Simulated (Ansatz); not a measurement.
# Structures of Sc$_{2}$Ta: which is lowest?

Plane-wave DFT in Ansatz with scalar-relativistic PAW potentials, cutoff 420 eV, Γ-centred meshes chosen by cell and gap, Gaussian smearing with energies taken to zero width. Every cell was relaxed (cell and atoms) in a run of its own, within the symmetry of its start. Functional: PBE.

Relaxed structures (starts from databases or built by putting these elements on another compound's sites):
A. Fd-3m, 6 atoms in the computed cell, a = 7.959 Å; sites (symmetry × multiplicity) Sc .-3m × 16, Ta -43m × 8; start: built
B. R3m, 3 atoms in the computed cell, a = 3.128 Å, c = 23.136 Å; sites (symmetry × multiplicity) Sc 3m × 3 + 3m × 3, Ta 3m × 3; start: built

**Question.** Rank them by energy. Could pressure change the order?

**Answer.**
| structure | group | E − E(lowest) (meV/atom) | V (Å³/atom) | gap on mesh (eV) |
| --- | --- | --- | --- | --- |
| B | R3m | 0.0 | 21.79 | 0.00 |
| A | Fd-3m | 488 | 21.01 | 0.00 |

B is lowest, 488 meV/atom under A. A is denser by 0.78 Å³/atom, so pressure favours it: ΔE/ΔV, with ΔE in eV and 1 eV/Å³ = 160.2 GPa, gives about 100 GPa for equal enthalpy if both cells were rigid; at such pressures compression changes ΔV much, so this is a scale only. Other structures may lie lower than all of these, and vibrations aren't counted.

Spin-orbit coupling is left out, which matters for the bands of heavy elements.